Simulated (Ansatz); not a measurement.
Na$_{3}$P:
```xyz
8
Lattice="4.9245 0.0000 0.0000 -2.4623 4.2647 0.0000 0.0000 0.0000 8.7717" Properties=species:S:1:pos:R:3 pbc="T T T"
Na     0.0000     0.0000     2.1929
Na     0.0000     0.0000     6.5788
Na     0.0000     2.8432     5.0843
Na     2.4623     1.4216     3.6874
Na     2.4623     1.4216     0.6985
Na     0.0000     2.8432     8.0733
P      0.0000     2.8432     2.1929
P      2.4623     1.4216     6.5788
```

Relaxed with PBEsol. Special points in fractions of this cell's reciprocal vectors: Γ (0.000, 0.000, 0.000); M (0.500, 0.000, 0.000); K (0.333, 0.333, 0.000); A (0.000, 0.000, 0.500); L (0.500, 0.000, 0.500); H (0.333, 0.333, 0.500).

Question: List the band energies nearest the valence-band maximum at these points for PBEsol in the plane-wave PAW code Ansatz.

Answer: In eV from the valence-band maximum; about four levels below and three above (degenerate sets whole), none deeper than 8.9 eV; points with the same levels are listed once.

```csv
k,below,above
Γ,-0.12 -0.12 0.00 0.00,0.44 2.53 4.15
M,-1.17 -0.65 -0.58 -0.24,2.02 2.37 2.80
K,-1.48 -1.48 -1.04 -0.82 -0.82,1.70 3.55 4.22 4.22
A,-0.06 -0.06 -0.06 -0.06,1.96 1.96 4.12 4.12
L,-0.62 -0.62 -0.43 -0.43,1.78 1.78 3.77 3.77
H,-1.45 -1.45 -0.42 -0.42,2.64 2.64 3.00 3.00
```

Space group P6_3/mmc. The first step of the workflow began from a Materials Project structure, measured or hypothetical; the Crystallography Open Database files this formula in space group No. 194, but the cells were not matched. Its standing as an ambient phase is unchecked. The cell was relaxed with PBEsol under the symmetry of its start; its stability against distortions is not shown here.

Potentials: the later of the program's two PAW sets.
